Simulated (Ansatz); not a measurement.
Sr3Al2Sn2:
```
Sr3Al2Sn2
1.0
   -2.22892     2.44215     9.91066
    2.22892    -2.44215     9.91066
    2.22892     2.44215    -9.91066
Sn Al Sr
2 2 3
Direct
  0.64152   0.64152   0.00000
  0.35848   0.35848   0.00000
  0.56362   0.06362   0.50000
  0.43638   0.93638   0.50000
  0.00000   0.50000   0.50000
  0.81689   0.81689   0.00000
  0.18311   0.18311   0.00000
```

Relaxed with PBEsol.

### Question
Give the Bader charges and basin volumes of the independent atoms, DFT-PBEsol in the program Ansatz with PAW potentials.

### Answer


```tsv
atom	Bader charge (e)	Bader volume (Å³)
Sn1	-1.90	48.9
Al3	+0.05	24.7
Sr5	+1.26	22.4
Sr6	+1.23	23.1
```

Space group Immm. The workflow started from an entry of the Crystallography Open Database (COD). Whether it is the stable phase at ambient conditions was not checked. The cell was relaxed with PBEsol under the symmetry of its start; its stability against distortions is not shown here. Spin–orbit coupling is left out wherever it is not named.

Potentials: the later of the program's two PAW sets.
